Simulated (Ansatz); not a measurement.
C in space group Imma (No. 74; C on 8g, C on 8h) under volume change, the program Ansatz at the PBEsol level (PAW), shape and atoms relaxed at each volume.

```tsv
V (Å³/atom)	E − E(relaxed) (meV/atom)	P (GPa)
6.966	32.0	16.08
7.196	13.5	9.93
7.426	3.2	4.54
7.655	0.0	0.00
7.885	2.8	-3.76
8.115	10.4	-6.85
8.344	22.1	-9.42
```

Q: What does a third-order Birch–Murnaghan fit give for V₀, B₀ and B′?

A: V₀ = 7.66 Å³/atom, B₀ = 136 GPa, B′ = 4.8.

The start of the workflow was typed in or built on a structure type; neither database checked (COD, Materials Project) lists it. It is not the phase usual at ambient conditions (space group No. 194, 227). The PBEsol relaxation kept the symmetry of its start; its stability against distortions is not shown here.

Potentials: the later of the program's two PAW sets.
